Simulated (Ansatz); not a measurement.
The relaxed structure here is a generated cell of Ru: the first start was made by placing the elements on the sites of a structure type, and the end was not matched to a known phase here, so it may be hypothetical. Known forms of Ru include space group No. 194.

One starting cell of Ru (a generated cell, Ru placed in the bcc structure type) was relaxed twice with Ansatz (plane waves, PAW, scalar-relativistic): with r2SCAN at 500 eV and with PBE at 420 eV. The r2SCAN result:

```
CELL_PARAMETERS angstrom
     -1.51635     1.51635     1.51635
      1.51635    -1.51635     1.51635
      1.51635     1.51635    -1.51635
ATOMIC_POSITIONS crystal
  Ru 0.00000 0.00000 0.00000
```

```tsv
quantity	r2SCAN	PBE
space group	Im-3m	Im-3m
volume (Å³/atom)	13.95	[?]
a (Å)	3.033	[?]
gap (eV, no spin-orbit coupling)	0.00	[?]
highest phonon at the sampled q (cm⁻¹)	205	[?]
softest mode (cm⁻¹)	260i	[?]
energy after following the soft phonon mode at (½, 0, 0) (P6₃/mmc), against the parent (eV/atom)	-0.65	[?]
```

Problem. Fill in the PBE column.

Solution. 
- volume (Å³/atom), PBE: 14.23
- a (Å), PBE: 3.053
- gap (eV, no spin-orbit coupling), PBE: 0.00
- highest phonon at the sampled q (cm⁻¹), PBE: 195
- softest mode (cm⁻¹), PBE: 255i
- energy after following the soft phonon mode at (½, 0, 0) (P6₃/mmc), against the parent (eV/atom), PBE: -0.63

Both levels end in the same structure; PBE's volume is 2.0 % larger. Neither column is exact.

No spin polarisation in the result.

The run could not lower the symmetry of its start; a shaken copy of this end point relaxes with r2SCAN to P6₃/mmc (No. 194), 0.65 eV/atom lower.

Ansatz is a quantum-chemistry and plane-wave program.
